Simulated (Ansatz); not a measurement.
# Self-consistent states of NiO (Fm-3m)

**Experimental background.**

“Observation and resonant x-ray optical interpretation of multi-atom resonant photoemission effects in O 1s emission from NiO”, 2006, arxiv:cond-mat/0609101 quotes, for a bulk crystal of NiO: Néel temperature 524 K.

The calculation is set against this at the end.

All numbers are calculated (PBEsol+U, U_eff = 4.0 eV (Dudarev form) on Ni d, fully localised double counting, scalar-relativistic datasets, 420 eV, PAW set soft_2 (made for PBE), 8×8×8 mesh, Gaussian smearing of 0.05 eV) with the plane-wave PAW code Ansatz.

```
CELL_PARAMETERS angstrom
0.00000 2.09131 2.09131
2.09131 0.00000 2.09131
2.09131 2.09131 0.00000
ATOMIC_POSITIONS crystal
Ni 0.00000 0.00000 0.00000
O 0.50000 0.50000 0.50000
```

The structure is that of a cell as deposited in COD, unrelaxed.

Cell and atoms stay fixed, and the cell was started in 11 ways, without spin–orbit coupling. The starts were built for 8 d electrons on Ni, a formal count that the converged states needn't keep. Starting moments of the plain starts: Ni1 2.00 μB (atoms counted from 1).

Energies count from the lowest free state found; constrained states (a lock kept on the moments, or spin off) can lie above or below free ones. A natural orbital (eigenvector of a shell's occupation matrix) is counted as filled above 0.75 (0.9 in a metal) and as partly filled from 0.35 up to that; ↑ and ↓ are the spin channels.

| state | reached from | ΔE (meV/atom) | gap (eV) | P (GPa) | cell spin moment (μB) | site spin moments (μB) | shell filling | Hubbard energy (eV/cell) | flags |
| --- | --- | --- | --- | --- | --- | --- | --- | --- | --- |
| 1 | ferromagnetic start, free, symmetry kept, no search; ferromagnetic start, free, default search; total moment held at first, then free, 1.00 μB per cell; 1 more | 0.0 | 1.01 | 0.5 | 2.00 | Ni 1.67; O 0.27 | Ni 5↑ 3↓, 8.31 e | 0.60 | – |
| 2 | total moment locked, 2.00 μB per cell (constrained) | 0.0 | 1.01 | 0.5 | 2.00 | Ni 1.67; O 0.27 | Ni 5↑ 3↓, 8.31 e | 0.60 | – |
| 3 | total moment locked, 1.50 μB per cell (constrained) | 193.6 | metal | -4.1 | 1.50 | Ni 1.35; O 0.09 | Ni 5↑ 3↓, 8.43 e | 1.03 | – |
| 4 | site moments held at Ni1 1.00 μB (constrained) | 332.5 | metal | – | 1.26 | Ni 0.99; O 0.18 | Ni 5↑ 3↓(+2 partly), 8.52 e | 1.36 | – |
| 5 | site moments held at Ni1 0.50 μB (constrained) | 523.5 | metal | – | 0.66 | Ni 0.50; O 0.10 | Ni 3↑(+2 partly) 3↓(+2 partly), 8.59 e | 1.74 | – |
| 6 | total moment locked, 0.50 μB per cell (constrained) | 538.6 | metal | -11.3 | 0.50 | Ni 0.52 | Ni 3↑(+2 partly) 3↓(+2 partly), 8.59 e | 1.75 | – |
| 7 | no spin polarisation | 603.1 | metal | -12.2 | 0.00 | under 0.05 | Ni 3 filled, 2 partly in each spin, 8.61 e | 1.88 | – |
| 8 | total moment locked at zero, no site moments, 0.00 μB per cell (constrained) | 603.1 | metal | -12.2 | 0.00 | under 0.05 | Ni 3↑(+2 partly) 3↓(+2 partly), 8.61 e | 1.88 | – |

The lowest free state (state 1) has 8 d electrons in filled orbitals, 2 of them unpaired, the high-spin filling, a gap of 1.01 eV and a whole-number cell moment of 2 μB, as a collinear insulator must have. Its natural occupations are Ni1 spin up: 1.00 1.00 1.00 1.00 1.00; Ni1 spin down: 0.17 0.17 1.00 1.00 1.00. Since all bands are wholly filled or empty, the fractional occupations (0.17) come from mixing of the shell with the neighbours' orbitals (covalency), not from partly filled bands. The Hubbard potential on a natural orbital is U(½ − λ), so on Ni1 an orbital at λ = 1.00 is pushed 3.3 eV below one at λ = 0.17 of the same spin (U × 0.83). The least gap, 1.01 eV, lies between opposite spins; within this spin the gap is 2.40 eV; it is smaller, since bands have width and a band edge can belong to other orbitals than these. The crystal field splits d orbitals too, which this count leaves out.

All 4 free starts end within 3 meV/atom of the lowest, so here the result hardly hangs on the start.

With one Ni ion in the cell, Ni moments can't oppose each other.

Measured magnetic order: antiferromagnetic, with a Néel temperature of 524 K (quoted in “Observation and resonant x-ray optical interpretation of multi-atom resonant photoemission effects in O 1s emission from NiO”, 2006, arxiv:cond-mat/0609101). The lowest state here has parallel moments, the only order that a cell with one magnetic ion allows, so it isn't the measured ground state.

Other starts might reach a lower state still. For metallic states the mesh is coarse, so energy differences carry some meV/atom. U wasn't fitted or computed for this material, so the results show what this U gives and needn't match the real solid. Stress under a held lock on site moments or directions isn't converged. A gap on the mesh alone may shrink between mesh points.
